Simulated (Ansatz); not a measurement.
## Ca2SnSe4: from a starting cell to a relaxed one

The relaxed structure here is a generated cell of Ca2SnSe4: the first start was made by placing the elements on the sites of a structure type, and the end was not matched to a known phase here, so it may be hypothetical.

The start is a generated cell, Ca2SnSe4 built in the olivine structure type. Cell shape, volume and atoms are optimised at zero target pressure with r2SCAN (plane waves to 500 eV, PAW, scalar-relativistic; Ansatz, an electronic-structure program). The first steps use a coarse 2×3×3 k-mesh.

Starting cell:
```yaml
crystal:
  lattice:
    - [14.61421, 0.00000, 0.00000]
    - [0.00000, 8.57189, 0.00000]
    - [0.00000, 0.00000, 6.81337]
  atoms:
    - { symbol: Ca, position: [0.00000, 0.00000, 0.00000] }
    - { symbol: Ca, position: [0.50000, 0.00000, 0.50000] }
    - { symbol: Ca, position: [0.00000, 0.50000, 0.00000] }
    - { symbol: Ca, position: [0.50000, 0.50000, 0.50000] }
    - { symbol: Ca, position: [0.27740, 0.25000, 0.99150] }
    - { symbol: Ca, position: [0.22260, 0.75000, 0.49150] }
    - { symbol: Ca, position: [0.72260, 0.75000, 0.00850] }
    - { symbol: Ca, position: [0.77740, 0.25000, 0.50850] }
    - { symbol: Sn, position: [0.09400, 0.25000, 0.42660] }
    - { symbol: Sn, position: [0.40600, 0.75000, 0.92660] }
    - { symbol: Sn, position: [0.90600, 0.75000, 0.57340] }
    - { symbol: Sn, position: [0.59400, 0.25000, 0.07340] }
    - { symbol: Se, position: [0.09160, 0.25000, 0.76590] }
    - { symbol: Se, position: [0.40840, 0.75000, 0.26590] }
    - { symbol: Se, position: [0.90840, 0.75000, 0.23410] }
    - { symbol: Se, position: [0.59160, 0.25000, 0.73410] }
    - { symbol: Se, position: [0.44720, 0.25000, 0.22160] }
    - { symbol: Se, position: [0.05280, 0.75000, 0.72160] }
    - { symbol: Se, position: [0.55280, 0.75000, 0.77840] }
    - { symbol: Se, position: [0.94720, 0.25000, 0.27840] }
    - { symbol: Se, position: [0.16310, 0.03310, 0.27750] }
    - { symbol: Se, position: [0.33690, 0.96690, 0.77750] }
    - { symbol: Se, position: [0.83690, 0.53310, 0.72250] }
    - { symbol: Se, position: [0.66310, 0.46690, 0.22250] }
    - { symbol: Se, position: [0.83690, 0.96690, 0.72250] }
    - { symbol: Se, position: [0.66310, 0.03310, 0.22250] }
    - { symbol: Se, position: [0.16310, 0.46690, 0.27750] }
    - { symbol: Se, position: [0.33690, 0.53310, 0.77750] }
```

What is the largest force in the starting geometry, and on which atom (counted from 1)?

3.40 eV/Å, on Se13, Se14, Se15, Se16 (atoms numbered as listed).

How much energy is released per atom?

0.16 eV/atom.

How do the shortest distances between atoms change?

The closest pairs of elements (up to four, under 3.6 Å), start → end: Se–Sn 2.31 → 2.50 Å; Ca–Se 2.94 → 2.92 Å.

Is the relaxed structure metallic? Give its gap.

2.16 eV, direct at Γ (no spin-orbit coupling).

The space group stays Pnma (No. 62) (the run could not lower it), with 28 atoms in the primitive cell. Final values are on a 2×3×4 k-mesh of the relaxed cell. No spin polarisation in the result.

The run could not lose the symmetry of its start: the end is stationary, and may be a saddle point rather than a minimum.
